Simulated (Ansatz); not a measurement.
# BN under pressure

Method: DFT LDA, scalar-relativistic, plane waves, PAW (Ansatz 0.2.0). Settings: 420 eV plane-wave cutoff, Γ-centred 12×12×12 mesh, fixed occupations. No spin polarisation. Phonons by linear response, acoustic sum rule imposed.

The cell, relaxed at this level:
```
CELL_PARAMETERS angstrom
0.00000 1.79027 1.79027
1.79027 0.00000 1.79027
1.79027 1.79027 0.00000
ATOMIC_POSITIONS crystal
B 0.00000 0.00000 0.00000
N 0.75000 0.75000 0.75000
```

The cell is relaxed again at -3 and -1 and 1 and 2 and 4 and 5 and 6 and 9 and 11 and 12 and 16 and 20 and 22 and 25 and 30 and 40 and 50 GPa. How do volume, gap and optical modes at Γ (cm⁻¹, counted from the lowest optical one; a degenerate one stands once) change?

Answers

```csv
,0 GPa,-3 GPa,-1 GPa,1 GPa,2 GPa,4 GPa,5 GPa,6 GPa,9 GPa,11 GPa,12 GPa,16 GPa,20 GPa,22 GPa,25 GPa,30 GPa,40 GPa,50 GPa
V/V0,1.000,1.008,1.002,0.998,0.995,0.990,0.988,0.986,0.979,0.974,0.972,0.963,0.955,0.951,0.945,0.936,0.918,0.902
gap (eV),4.39,4.38,4.39,4.39,4.40,4.40,4.41,4.41,4.42,4.42,4.43,4.43,4.44,4.45,4.45,4.47,4.49,4.51
"ε∞, mean",4.57,4.57,4.57,4.56,4.56,4.56,4.55,4.55,4.55,4.54,4.54,4.53,4.53,4.52,4.52,4.51,4.50,4.49
mode 1,1068,1058,1065,1071,1075,1081,1084,1087,1097,1103,1106,1118,1130,1135,1144,1158,1185,1210
```